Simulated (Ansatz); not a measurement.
GaN:
```xyz
6
Lattice="3.1246 0.0000 0.0000 -1.5623 2.7060 0.0000 0.0000 0.0000 7.3713" Properties=species:S:1:pos:R:3 pbc="T T T"
Ga     1.5623     0.0000     3.6857
Ga    -0.7812     1.3530     1.2286
Ga     0.7812     1.3530     6.1428
N      1.5623     0.0000     0.0000
N     -0.7812     1.3530     4.9142
N      0.7812     1.3530     2.4571
```

Relaxed with r²SCAN. Special points in fractions of this cell's reciprocal vectors: Γ (0.000, 0.000, 0.000); M (0.500, 0.000, 0.000); K (0.333, 0.333, 0.000); A (0.000, 0.000, 0.500); L (0.500, 0.000, 0.500); H (0.333, 0.333, 0.500).

**Question.** List the band energies nearest the valence-band maximum at these points for r²SCAN in the plane-wave PAW code Ansatz.

**Answer.** In eV from the valence-band maximum; about four levels below and three above (degenerate sets whole), none deeper than 8.9 eV; points with the same levels are listed once.

| k | below | above |
|---|---|---|
| Γ | -0.29 -0.29 -0.14 -0.05 | 1.89 5.00 5.00 |
| M | -2.10 -1.93 -1.47 -1.24 | 3.38 5.11 5.26 |
| K | -3.78 -3.78 -2.44 -1.50 -1.50 | 4.98 5.58 5.58 |
| A | -0.31 -0.16 -0.16 0.00 | 3.73 3.73 5.08 |
| L | -1.95 -1.66 -1.45 -1.29 | 4.02 5.02 5.14 |
| H | -3.41 -3.41 -2.26 -1.07 | 5.19 6.56 6.56 |

Space group P6_222. The start of the workflow was typed in or built on a structure type; neither database checked (COD, Materials Project) lists it. It is not the phase usual at ambient conditions (space group No. 186, 216). Symmetry was held in the r²SCAN relaxation; whether a distortion lowers the energy is not shown. Spin–orbit coupling is left out wherever it is not named.

Potentials: the later of the program's two PAW sets.
